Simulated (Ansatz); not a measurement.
CdCl$_{5}$, a known structure type with other elements, at an estimated volume

```
Cl Cd
1.0
     3.96096    5.64076    0.00000
     3.96096   -5.64076    0.00000
     2.20666    0.00000   -8.01121
Cl Cd
10 2
Direct
  0.28850 0.71150 0.75000
  0.71150 0.28850 0.25000
  0.38180 0.25440 0.66350
  0.74560 0.61820 0.83650
  0.61820 0.74560 0.33650
  0.25440 0.38180 0.16350
  0.12340 0.86540 0.43760
  0.13460 0.87660 0.06240
  0.87660 0.13460 0.56240
  0.86540 0.12340 0.93760
  0.07170 0.92830 0.75000
  0.92830 0.07170 0.25000
```

Level: r2SCAN, no spin polarisation; 500 eV; 4×4×3 Γ-centred mesh; methfessel-paxton occupations (width 0.0134 eV); Ansatz 0.2.0, fixed geometry.

(1) How is the charge shared?

(2) What does the stress say?

(3) Metal or insulator?

(4) Where is the largest force?

Origin: a known structure type with other elements, at an estimated volume, so it need not be a known compound. Caveats: many states at the Fermi level without spin polarisation, so a magnetic state may lie lower.

## Answers

(1) Bader charges in e: Cd +1.24, Cl -0.27 to -0.18. In the mean Cd gives up most and Cl takes most.

(2) The pressure is -0.2 GPa (compression positive), so with the atoms held at these fractions the cell is close to zero pressure. The principal stresses -1.0, 0.0, 0.3 GPa differ, so its shape would change too.

(3) It is a metal, with about 30 states/eV a cell as the mean within 0.25 eV of the Fermi level, mostly Cl p (97 %).

(4) The largest is on Cd11 (and as large on other atoms): 0.70 eV/Å, components (0.00, -0.70, 0.00). It makes 88° with the line to a nearest neighbour, Cl4 at 2.43 Å.
